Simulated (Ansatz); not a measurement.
Given:

Sn2Ir:
```
CELL_PARAMETERS angstrom
      0.00000     3.18281     3.18281
      3.18281     0.00000     3.18281
      3.18281     3.18281     0.00000
ATOMIC_POSITIONS crystal
  Sn 0.75000 0.75000 0.75000
  Sn 0.25000 0.25000 0.25000
  Ir 0.00000 0.00000 0.00000
```

This is the r²SCAN-relaxed structure.

Q: All from r²SCAN (plane waves, PAW; program Ansatz), unless another level is named. Give the density of states at the Fermi level.

A: 0.42 states/eV per atom (mean over ±0.08 eV).

Q: Give the formation energy from the elements (no fitted shifts).

A: -0.30 eV/atom.

Space group Fm-3m (fluorite or antifluorite type). The workflow started from a Materials Project entry (that database holds measured and hypothetical structures alike); the Crystallography Open Database files this formula in space group No. 225, but the cells were not matched. Whether it is the stable phase at ambient conditions was not checked. Symmetry was held in the r²SCAN relaxation; whether a distortion lowers the energy is not shown. The run is not spin-polarised. The references are the lowest solids computed at this level, not always the standard phases. Spin–orbit coupling is left out wherever it is not named.

Potentials: the later of the program's two PAW sets.
